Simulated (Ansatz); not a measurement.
Is this Cd3Se2S structure stable?

The structure comes from a generated guess, relaxed at this level; another structure or a mixture of phases may lie lower.

Method: Ansatz, DFT PBE, scalar-relativistic, plane waves, PAW. Settings of the last relaxation (12-atom cell): 420 eV, 6×6×2 k points, Gaussian smearing of 0.02 eV, no spin polarisation.

```cif
data_structure
_symmetry_space_group_name_H-M 'P6_3mc'
_symmetry_Int_Tables_number 186
_cell_length_a 4.3197
_cell_length_b 4.3197
_cell_length_c 21.1479
_cell_angle_alpha 90.000
_cell_angle_beta 90.000
_cell_angle_gamma 120.000
_cell_volume 341.75
loop_
_atom_site_label
_atom_site_type_symbol
_atom_site_symmetry_multiplicity
_atom_site_Wyckoff_symbol
_atom_site_fract_x
_atom_site_fract_y
_atom_site_fract_z
_atom_site_occupancy
Cd1 Cd 2 b 0.66667 0.33333 0.16692 1
Cd2 Cd 2 b 0.66667 0.33333 0.49562 1
Cd3 Cd 2 b 0.66667 0.33333 0.83814 1
Se1 Se 2 b 0.66667 0.33333 0.29383 1
Se2 Se 2 b 0.66667 0.33333 0.62277 1
S1 S 2 b 0.66667 0.33333 0.95971 1
```

The zero of energy is the elements' standard structures at the same level; no fitted shifts are applied.

Problem. These tests were run: energy against the elements; phonons on a 2×2×1 q mesh; elastic tensor. What do they show?

Solution.

```json
{"test": "energy against the elements", "result": "−0.633 eV/atom"}
{"test": "phonons on a 2×2×1 q mesh", "result": "no imaginary mode on the mesh"}
{"test": "elastic tensor", "result": "least eigenvalue 13 GPa"}
```

It fails none of these tests. Whether a mixture of other phases lies lower isn't tested here.

The reference forms of S and Se are held partly by dispersion forces, which this level lacks. The run for the phonons used a 6×6×2 k mesh. The run for the elastic tensor used a 6×6×2 k mesh.
